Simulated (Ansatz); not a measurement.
BaTiO3 (cubic perovskite, Pm-3m), a = 4.0193 Å, b = 4.0193 Å, c = 4.0193 Å, α = 90.00°, β = 90.00°, γ = 90.00°.

Relaxed with PBE.

Q: Decompose the optical modes at the zone centre into irreducible representations, and say which are infrared and Raman allowed.

A: Point group m-3m: Γ_opt = 3T1u + T2u. Infrared: T1u. Raman: none.

Q: Assign frequencies (DFPT, the program Ansatz at the PBE level (PAW); without the LO–TO term).

A: T1u 244i, T1u 164, T2u 280, T1u 454 cm⁻¹.

This is a known high-temperature phase of the composition, computed here at zero pressure and temperature. The PBE relaxation kept the symmetry of its start. At this level the phase is dynamically unstable (imaginary phonons). No spin polarisation was allowed. Scalar-relativistic: spin–orbit coupling is off unless named, which matters more the heavier the elements.

Potentials: the later of the program's two PAW sets.
